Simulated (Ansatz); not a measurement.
CoGe2:
```
CoGe2
1.0
    4.52435     0.00000     0.00000
   -2.26218     3.91821     0.00000
    0.00000     0.00000     2.59042
Co Ge
1 2
Direct
  0.00000   0.00000   0.00000
  0.33333   0.66667   0.50000
  0.66667   0.33333   0.50000
```
Starting moments (μB, in the order of the atoms Co Ge Ge): 1.5 0.1 0.1.

This is the PBE+D3(BJ)-relaxed structure.

Q: All from the program Ansatz at the PBE+D3(BJ) level (PAW), unless another level is named. Estimate the electronic character.

A: metallic (no gap).

Q: Next, the formation energy from the elements (no fitted shifts)?

A: 0.41 eV/atom.

Q: What about the density of states at the Fermi level?

A: 0.83 states/eV per atom (mean over ±0.08 eV).

Space group P6/mmm. A made-up cell: these elements were put on the sites of a structure type; neither database checked (COD, Materials Project) lists it. Whether it is the stable phase at ambient conditions was not checked. The PBE+D3(BJ) relaxation kept the symmetry of its start; its stability against distortions is not shown here. Magnetic state: ferromagnetic, the only order run, not a proven ground state. The cell computed holds one magnetic atom, so no antiferromagnetic order was within reach. The references are the lowest solids computed at this level, not always the standard phases. Spin–orbit coupling is left out wherever it is not named.

Potentials: the earlier of the program's two PAW sets.
